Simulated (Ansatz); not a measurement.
Te (trigonal-Te type, space group P3_121)

```yaml
crystal:
  lattice:
    - [4.62412, 0.00000, 0.00000]
    - [-2.31206, 4.00460, 0.00000]
    - [0.00000, 0.00000, 5.90339]
  atoms:
    - { symbol: Te, position: [0.25335, 0.00000, 0.33333] }
    - { symbol: Te, position: [0.00000, 0.25335, 0.66667] }
    - { symbol: Te, position: [0.74665, 0.74665, 0.00000] }
```

This relaxed cell (volume V₀) is scaled evenly in all directions, its shape held. The atoms relax within the cell's symmetry.

Method: r2SCAN (plane waves to 500 eV, PAW, scalar-relativistic; Ansatz, a first-principles code). k mesh 8×8×6 (Γ-centred), Fermi-Dirac smearing 0.05 eV. The energy includes the smearing's −TS. Compression counts positive. With the shape held, the modulus is that of even scaling; a crystal free to change shape is softer. Spin-orbit coupling is left out, though Te is heavy. Te was relaxed with its symmetry unable to fall. ΔE is measured from the relaxed starting cell.

| V (Å³/atom) | ΔE (meV/atom) |
|---|---|
| 32.795 | 28.6 |
| 33.403 | 18.9 |
| 34.010 | 11.6 |
| 34.617 | 6.2 |
| 35.225 | withheld |
| 35.832 | 0.6 |
| 36.439 | 0.0 |
| 37.047 | 0.6 |
| 37.654 | 2.3 |
| 38.261 | 5.0 |
| 38.869 | 8.6 |
| 39.476 | 12.9 |
| 40.083 | 18.1 |

Q: Fit a third-order Birch-Murnaghan form (E₀, V₀, B₀, B₀′ free) to the given rows and predict ΔE at V = 35.225.

A: Least squares on the 12 given rows: ΔE = E₀ + (9V₀B₀/16)·y²·[2 + (B₀′ − 4)y], y = (V₀/V)^(2/3) − 1, with V₀ = 36.430 Å³/atom, B₀ = 19.78 GPa (160.2 GPa = 1 eV/Å³; the term in eV is multiplied by 1000), B₀′ = 6.02, E₀ = -0.05 meV/atom; root-mean-square residual 0.04 meV/atom. At 35.225 the fit gives 2.6 meV/atom; the calculation gives 2.7 meV/atom, so the interpolation is off by -0.1 (-3.7 %). For the pressure the fit gives 0.74 GPa against the computed 0.70 GPa.

(A scan under strain: stresses follow from slopes of the energy per volume, elastic moduli from its curvatures.)
